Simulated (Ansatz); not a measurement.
## V2O5 under uniaxial strain: field gradients at the nuclei

Cell: a refined structure from the COD whose atoms were relaxed with PBE, the cell held.

```
V O
1.0
     3.56400    0.00000    0.00000
     0.00000   11.51200    0.00000
     0.00000    0.00000    4.36800
V O
4 10
Direct
  0.00000 0.85150 0.11328
  0.00000 0.14850 0.11328
  0.50000 0.35150 0.88672
  0.50000 0.64850 0.88672
  0.00000 0.85500 0.47587
  0.00000 0.14500 0.47587
  0.50000 0.35500 0.52413
  0.50000 0.64500 0.52413
  0.00000 0.68090 0.99468
  0.00000 0.31910 0.99468
  0.50000 0.18090 0.00532
  0.50000 0.81910 0.00532
  0.00000 0.00000 0.00169
  0.50000 0.50000 0.99831
```

Atom numbers follow the list; atoms alike are taken as one site, whose name carries the number of the first.

The numbers come from a DFT calculation in Ansatz (PBE, plane waves and PAW, scalar-relativistic, 420 eV cutoff, Γ-centred 7×2×6 k-points, Fermi–Dirac smearing 0.02 eV).

The cell is stretched along z (the third Cartesian axis of the run's cell), x and y held, and the ions relax again each time.

```
strain along z (%)  V: V along z (10²¹ V/m²)  O5: V along z (10²¹ V/m²)  O9: V along z (10²¹ V/m²)  O13: V along z (10²¹ V/m²)
                -3                     -0.48                      -1.02                      -5.18                       -6.10
                -2                     -0.48                      -1.05                      -5.11                       -6.05
                -1                         ?                          ?                          ?                           ?
                 0                     -0.53                      -1.11                      -4.97                       -5.96
                +1                     -0.52                      -1.13                      -4.92                       -5.91
                +2                     -0.56                      -1.16                      -4.86                       -5.86
                +3                     -0.59                      -1.19                      -4.82                       -5.82
```

(1) Estimate the row at -1 % from the others.

## Answers

(1) V: -0.49; O5: -1.08; O9: -5.04; O13: -6.00. Worked for V: a straight line through the other 6 rows has a slope of -0.018 × 10²¹ V/m² per per cent of strain and gives -0.50 at -1 %, against -0.49 from the run; the response is too small for these digits to tell its shape. Worked for O5: a straight line through the other 6 rows has a slope of -0.028 × 10²¹ V/m² per per cent of strain and gives -1.07 at -1 %, against -1.08 from the run; the response is too small for these digits to tell its shape.
